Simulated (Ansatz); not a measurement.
Si2W:
```
Si2W
1.0
    4.58087     0.00000     0.00000
   -2.29044     3.96715     0.00000
    0.00000     0.00000     6.61026
Si W
6 3
Direct
  0.83643   0.67285   0.50000
  0.16357   0.83643   0.83333
  0.32715   0.16357   0.16667
  0.16357   0.32715   0.50000
  0.83643   0.16357   0.83333
  0.67285   0.83643   0.16667
  0.00000   0.50000   0.16667
  0.50000   0.00000   0.50000
  0.50000   0.50000   0.83333
```

Relaxed with r²SCAN.

Q: Which orbitals make up the states near the band edges in the program Ansatz at the r²SCAN level (PAW)?

A: Top 1 eV of the valence band: W 5d 77 %, Si 3p 13 %, outside the projected shells 6 %. Bottom 1 eV of the conduction band: W 5d 49 %, Si 3p 27 %, Si 3s 13 %, outside the projected shells 6 %. Projections are on Löwdin-orthogonalised atomic valence shells; empty p or d shells of many metals are not among them.

Q: Tabulate the density of states.

A: States/eV per cell of 9 atoms, in 0.25 eV bins, energy from the valence-band maximum.

| E (eV) | total | W 5d | Si 3p | Si 3s |
|---|---|---|---|---|
| -7.89 | 1.72 | 0.42 | 0.85 | 0.29 |
| -7.64 | 2.44 | 0.58 | 1.36 | 0.27 |
| -7.39 | 3.28 | 0.75 | 1.96 | 0.28 |
| -7.14 | 3.12 | 0.84 | 1.73 | 0.34 |
| -6.89 | 4.56 | 1.19 | 2.67 | 0.42 |
| -6.64 | 1.87 | 0.50 | 0.97 | 0.24 |
| -6.39 | 3.70 | 1.06 | 2.04 | 0.34 |
| -6.14 | 3.76 | 1.16 | 2.01 | 0.32 |
| -5.89 | 2.38 | 0.84 | 1.08 | 0.26 |
| -5.64 | 2.28 | 0.83 | 0.99 | 0.27 |
| -5.39 | 2.91 | 1.07 | 1.19 | 0.41 |
| -5.14 | 3.31 | 1.24 | 1.41 | 0.45 |
| -4.89 | 4.04 | 1.64 | 1.72 | 0.43 |
| -4.64 | 5.60 | 2.38 | 2.44 | 0.47 |
| -4.39 | 5.27 | 2.36 | 2.27 | 0.38 |
| -4.14 | 7.20 | 3.54 | 2.87 | 0.44 |
| -3.89 | 8.46 | 4.59 | 3.16 | 0.35 |
| -3.64 | 9.94 | 5.04 | 4.21 | 0.30 |
| -3.39 | 8.47 | 4.60 | 3.33 | 0.22 |
| -3.14 | 6.73 | 3.26 | 2.89 | 0.27 |
| -2.89 | 4.55 | 2.57 | 1.59 | 0.19 |
| -2.64 | 3.84 | 2.54 | 0.99 | 0.16 |
| -2.39 | 2.07 | 1.42 | 0.48 | 0.08 |
| -2.14 | 1.90 | 1.34 | 0.42 | 0.07 |
| -1.89 | 2.05 | 1.49 | 0.39 | 0.08 |
| -1.64 | 1.92 | 1.41 | 0.35 | 0.06 |
| -1.39 | 4.61 | 3.35 | 0.91 | 0.12 |
| -1.14 | 3.00 | 2.23 | 0.52 | 0.08 |
| -0.89 | 2.25 | 1.76 | 0.26 | 0.06 |
| -0.64 | 2.33 | 1.81 | 0.30 | 0.07 |
| -0.39 | 1.22 | 0.93 | 0.16 | 0.04 |
| -0.14 | 0.24 | 0.17 | 0.04 | 0.01 |
| 0.11 | 0.02 | 0.01 | 0.01 | 0.00 |
| 0.36 | 1.03 | 0.43 | 0.38 | 0.15 |
| 0.61 | 4.24 | 1.89 | 1.19 | 0.74 |
| 0.86 | 5.82 | 3.12 | 1.42 | 0.63 |
| 1.11 | 5.04 | 2.40 | 1.55 | 0.64 |
| 1.36 | 6.29 | 2.86 | 1.95 | 0.76 |
| 1.61 | 6.37 | 2.96 | 1.73 | 0.77 |
| 1.86 | 5.43 | 2.33 | 1.30 | 0.75 |
| 2.11 | 5.49 | 2.09 | 1.37 | 0.66 |
| 2.36 | 5.80 | 2.33 | 1.37 | 0.75 |
| 2.61 | 5.22 | 2.12 | 1.23 | 0.72 |
| 2.86 | 6.60 | 2.67 | 1.51 | 1.14 |
| 3.11 | 5.20 | 1.77 | 1.39 | 0.77 |
| 3.36 | 6.62 | 2.24 | 1.79 | 0.87 |
| 3.61 | 5.39 | 1.84 | 1.61 | 0.77 |
| 3.86 | 5.42 | 1.72 | 1.68 | 0.77 |
| 4.11 | 5.34 | 1.54 | 1.90 | 0.71 |
| 4.36 | 3.84 | 1.13 | 1.29 | 0.47 |
| 4.61 | 4.83 | 1.30 | 1.74 | 0.50 |
| 4.86 | 4.49 | 1.14 | 1.55 | 0.46 |

Space group P6_222. The first step of the workflow began from a Materials Project structure, measured or hypothetical; the Crystallography Open Database copy checked does not list it. It is not the phase usual at ambient conditions (space group No. 139). Symmetry was held in the r²SCAN relaxation; phonons on a q-mesh show no instability. No spin polarisation was allowed. Scalar-relativistic: spin–orbit coupling is off unless named, which matters more the heavier the elements.

Potentials: the earlier of the program's two PAW sets.
